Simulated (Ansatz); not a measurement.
**Is this In₃GaP₄ structure a true minimum?**

It was reached by relaxing an invented guess, and it needn't be the stable form of this composition.

Method: Ansatz 0.2.0, DFT PBE, scalar-relativistic, plane waves, PAW. Cutoff 420 eV; k points 6×6×6 on the computed 8-atom cell (Γ-centred); Gaussian smearing, width 0.02 eV; no spin polarisation.

The cell below (8 atoms, space group P-43m (No. 215)) is relaxed within its symmetry.

```
CELL_PARAMETERS angstrom
5.84617 0.00000 0.00000
0.00000 5.84617 0.00000
0.00000 0.00000 5.84617
ATOMIC_POSITIONS crystal
In 0.50000 0.00000 0.50000
In 0.50000 0.50000 0.00000
In 0.00000 0.50000 0.50000
Ga 0.00000 0.00000 0.00000
P 0.23903 0.76097 0.76097
P 0.23903 0.23903 0.23903
P 0.76097 0.76097 0.23903
P 0.76097 0.23903 0.76097
```

For the test it was strained at random (σ = 1.5 % a component), the atoms were moved at random (σ = 0.15 Å), and all was relaxed again on a coarse 2×2×2 mesh (in the run’s order of axes) with 0.10 eV smearing, with no symmetry imposed.

Task: Is the structure stable against such a distortion?

Result: It returns, within 1 meV/atom of the unmoved cell on that mesh and with the same symmetry when read at 0.1 Å. So it is stable against the distortions that fit this cell and that this random move excites. Modes that don't fit the cell aren't tested.
